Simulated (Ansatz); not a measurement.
# MgH2: reading a single point

```
CELL_PARAMETERS angstrom
4.57011 0.00000 0.00000
0.00000 4.57011 0.00000
0.00000 0.00000 3.05615
ATOMIC_POSITIONS crystal
H 0.30600 0.30600 0.00000
H 0.19400 0.80600 0.50000
H 0.69400 0.69400 0.00000
H 0.80600 0.19400 0.50000
Mg 0.00000 0.00000 0.00000
Mg 0.50000 0.50000 0.50000
```

The numbers come from plane-wave PAW DFT (Ansatz): PBE, no spin polarisation, 420 eV, 6×6×8 Γ-centred k points, fermi-dirac occupations (width 0.1 eV). Nothing was relaxed.

**Question.** What do density and ELF say about some of the short contacts?

**Answer.** H–Mg at 1.98 Å: least valence density 0.19 e/Å³ and ELF 0.11 there, a closed-shell (ionic or weak) contact. Both are smooth PAW fields, read partly inside the augmentation spheres.

**Question.** Are the atoms at rest?

**Answer.** Nearly at rest: the largest force is 0.043 eV/Å.

**Question.** Metal or insulator? Give the gap.

**Answer.** The gap is 3.65 eV, indirect (the least direct gap found is 4.42 eV).

**Question.** Give the Bader charges.

**Answer.** Bader charges in e: Mg +1.64, H -0.82. In the mean Mg gives up most and H takes most.

Origin: a database entry at a rescaled volume.
